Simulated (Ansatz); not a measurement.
HfB2: relax at fixed volume, r2SCAN (computed with Ansatz 0.2.0, plane waves, PAW)

```cif
data_structure
_symmetry_space_group_name_H-M 'P 1'
_symmetry_Int_Tables_number 1
_cell_length_a 3.1392
_cell_length_b 3.1392
_cell_length_c 3.4719
_cell_angle_alpha 90.000
_cell_angle_beta 90.000
_cell_angle_gamma 120.000
_cell_volume 29.63
loop_
_atom_site_label
_atom_site_type_symbol
_atom_site_fract_x
_atom_site_fract_y
_atom_site_fract_z
_atom_site_occupancy
Hf1 Hf 0.00000 0.00000 0.00000 1
B1 B 0.33333 0.66667 0.50000 1
B2 B 0.66667 0.33333 0.50000 1
```

Command:

```bash
ansatz run input.yaml --threads 4 --pin off --max-ram 8192MiB --backend cpu --events-out ev --progress --plain --runs-dir out
```

The input:

```yaml
crystal:
  lattice:
    - [3.1392490464, 0.0, 0.0]
    - [-1.5696245232, 2.718669423, 0.0]
    - [0.0, 0.0, 3.4718838621]
  atoms:
    - { symbol: Hf, position: [0.0, 0.0, 0.0] }
    - { symbol: B, position: [0.3333333333, 0.6666666667, 0.5] }
    - { symbol: B, position: [0.6666666667, 0.3333333333, 0.5] }
basis:
  ecutwfc: 500
  ecutrho_ratio: 4
kpoints:
  mp_grid: { grid: [8, 8, 8] }
hamiltonian:
  xc: r2scan
scf:
  occupations: { method: gaussian, width: 0.05 }
output:
  forces: true
  stress: true
  eigenvalues: true
relax:
  f_tol: 0.01
  max_steps: 40
  cell: { stress_tol: 0.1, fix: [volume] }
```

Output (shortened):

```
Engine: ansatz 0.2.0, aarch64-unknown-linux-gnu
Crystal: 3 atoms, lattice volume = 29.631 Å³
Basis set: ecut = 500 eV, 769 PW (Γ), exchange–correlation on 96×96×108 points (64 copies of the dense FFT grid, shifted against one another)
Bands: 20, of which v1, the nominal top of the filled ones, is band 16 counted from 1 (15 counted from 0)
Symmetry: 24 space group operations
Space group: P6/mmm (ITA 191), of the structure as read, at distance tolerance 3.1e-5 Å
k-points: 50 of 512
Initial wavefunctions: pseudopotential atomic-orbital guess
Functional: x = r2scan, c = r2scan; τ floored in thin density (d = 2e-4 eV/Å³)
SCF iter   1: F=—  HF=-16049.321326 eV  |F-HF|=—  |Δ(HF+E_count)|=         —  Δρ=8.50e-3  dr2=2.55e-2  dr2_τ=2.58e-1  ethr=1.77e-3  ⟨swp⟩=5.1  Hψ=4039  notcnv=0
[…]
SCF 1 converged in 7 iterations: F = -16049.375113 eV  dr2 = 6.05e-9
[…]
SCF iter   4: F=-16049.375113 eV  HF=-16049.375113 eV  |F-HF|=4.91e-11  |Δ(HF+E_count)|=   1.26e-9  Δρ=3.78e-7  dr2=3.10e-11  dr2_τ=5.19e-12  ethr=1.00e-12  ⟨swp⟩=4.8  Hψ=3799  notcnv=0
SCF 2 converged in 4 iterations: F = -16049.375113 eV  dr2 = 3.10e-11
SCF converged after 4 iterations
Free energy (F): -16049.375113 eV
Harris-Foulkes:  -16049.375113 eV  (|F-HF|=4.91e-11)
Internal energy: -16049.374466 eV  (E = F + TS)
E sigma→0 (E₀):  -16049.374790 eV
Entropy (-TS):   -0.000647 eV (-0.216 meV/atom)
Fermi energy:    20.643420 eV
--- Forces (eV/Å), atoms counted from 1 ---
  atom   1  Hf     0.00000000     0.00000000     0.00000000
  atom   2  B      0.00000000    -0.00000000    -0.00000000
  atom   3  B      0.00000000     0.00000000     0.00000000
--- Stress (GPa, compression-positive) ---
       -0.030313       0.000000      -0.000000
        0.000000      -0.030313      -0.000000
       -0.000000      -0.000000       0.033051
  P = ⅓ Tr σ = -0.0092 GPa (-0.092 kbar)
--- Relaxed structure (1 steps of the walk, 1 accepted, 1 SCFs on fresh bases) ---
  F+E_penalty+E_count = -16049.37511318 eV   max|allowed force component| = 1.357e-16 eV/Å   (the final SCF, on the basis selected at the relaxed cell)
  cell:  # Å, volume = 29.6311 Å³
    - [3.1392490464066545, 0.0, 0.0]
    - [-1.5696245232033272, 2.7186694229942368, 0.0]
    - [0.0, 0.0, 3.4718838621]
  atoms:
    - { symbol: Hf, position: [0.0, 0.0, 0.0] }
    - { symbol: B, position: [0.33333333333333326, 0.6666666666666665, 0.49999999999999994] }
    - { symbol: B, position: [0.6666666666666665, 0.33333333333333326, 0.49999999999999994] }
```

In short: gap on the mesh zero (metallic on this mesh); pressure 0.0 GPa; the cell vectors change by under 0.002 Å.

Time: 2.3 s on 4 threads of Arm Neoverse V2, on a shared host, peak memory 0.42 GiB.

Caveats: spin–orbit coupling is left out; the cell typed comes from this study's own search for zero pressure.
